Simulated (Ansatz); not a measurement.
Ga₂O₃:
```
CELL_PARAMETERS angstrom
      6.12788     1.51957     0.00000
     -6.12788     1.51957     0.00000
     -1.38638     0.00000     5.64031
ATOMIC_POSITIONS crystal
  Ga 0.90949 0.09051 0.70523
  Ga 0.09051 0.90949 0.29477
  Ga 0.65873 0.34127 0.81445
  Ga 0.34127 0.65873 0.18555
  O  0.82666 0.17334 0.93649
  O  0.17334 0.82666 0.06351
  O  0.83577 0.16423 0.39086
  O  0.16423 0.83577 0.60914
  O  0.49629 0.50371 0.75623
  O  0.50371 0.49629 0.24377
```

Relaxed with r²SCAN.

**Question.** Decompose the optical modes at the zone centre into irreducible representations, and say which are infrared and Raman allowed.

**Answer.** Point group 2/m: Γ_opt = 10Ag + 4Au + 5Bg + 8Bu. Infrared: Au, Bu. Raman: Ag, Bg.

**Question.** Assign frequencies (DFPT, plane-wave PAW r²SCAN (Ansatz code); without the LO–TO term).

**Answer.** Ag 111, Bg 114, Bg 145, Au 154, Ag 169, Ag 200, Bu 209, Bu 260, Bu 279, Au 297, Ag 319, Ag 346, Bg 352, Bu 356, Ag 409, Bu 428, Au 449, Ag 470, Bg 474, Bu 567, Ag 623, Bg 649, Ag 654, Au 659, Bu 686, Bu 740, Ag 761 cm⁻¹.

Subscripts of B labels follow the axes of the standard setting.

Space group C2/m. The r²SCAN relaxation kept the symmetry of its start.

Potentials: the later of the program's two PAW sets.
